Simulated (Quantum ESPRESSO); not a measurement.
# Ge3AlSi3P: a curve over strain

A calculation, not a measurement. The program is pw.x of Quantum ESPRESSO 7.5 (plane-wave density functional theory). The cell is made up: 8 atoms on a zincblende/diamond lattice, with randomly drawn elements, strain and displacements, not relaxed. PseudoDojo standard norm-conserving files (v0.5 for PBE, v0.4.1 for LDA and PBEsol) set the functional; there is no spin polarisation, spin-orbit coupling or dispersion term, and the masses in the input are unused placeholders.

Seven runs add a strain to one cell (along z); the atoms follow the cell and are not relaxed. Stress in the table is positive in tension.

Input of the run at +0.0010:

```
&control calculation='scf', pseudo_dir='./dojo.nc.sr.pbe.v0_5.standard.upf', outdir='./o', disk_io='low', tprnfor=.true., tstress=.true. /
&system ibrav=0, nat=8, ntyp=4, nbnd=41, ecutwfc=77.98206166, nosym=.true., tot_charge=0,
 occupations='smearing', smearing='fd', degauss=0.0073498644
/
&electrons conv_thr=7.350e-09, electron_maxstep=60, /
ATOMIC_SPECIES
Al 1.0 Al.upf
Ge 1.0 Ge.upf
P 1.0 P.upf
Si 1.0 Si.upf
CELL_PARAMETERS angstrom
5.4321 -0.048 0.0155
-0.048 5.4504 -0.0444
0.0155 -0.0444 5.4072
ATOMIC_POSITIONS angstrom
Ge 0.014 0.0014 0.0077
Al -0.0405 2.643 2.6064
Si 2.7557 0.0043 2.7226
Ge 2.7421 2.6086 -0.0304
Si 1.2688 1.3598 1.3262
Ge 1.3469 4.0813 4.0422
Si 3.9787 1.2818 4.097
P 4.113 4.093 1.3538
K_POINTS automatic
6 6 6 1 1 1
```

```
added strain  free energy less that of the input shown (eV)  stress xx (GPa)  stress yy (GPa)  stress zz (GPa)  stress xy (GPa)  pressure (GPa)  iterations
     -0.0168                                         0.2031           -10.71           -10.96           -12.77            -0.06           11.48          10
     -0.0141                                         0.1692           -10.45           -10.70           -12.35            -0.06           11.17          10
     -0.0053                                         0.0663            -9.61            -9.87           -11.00            -0.08           10.16          10
     +0.0010                                         0.0000            -9.05            -9.31           -10.04            -0.09            9.47          10
     +0.0038                                        -0.0274            -8.80            -9.07            -9.62            -0.10            9.16          10
     +0.0138                                        -0.1160            -7.97            -8.24            -8.12            -0.11            8.11          10
     +0.0214                                        -0.1734            -7.37            -7.64            -7.00            -0.12            7.34          10
```

A cubic fit gives a slope of stress zz against the added strain of 152 GPa at zero added strain, with the atoms clamped. Across the table the free energy follows the integral of the stress to within 0.6 meV. A rerun of one of the cells at 1347 eV and a 8 x 8 x 8 mesh moved values by no more than 0.002 eV in energy, 0.04 GPa in stress and 0.004 eV/Å in force.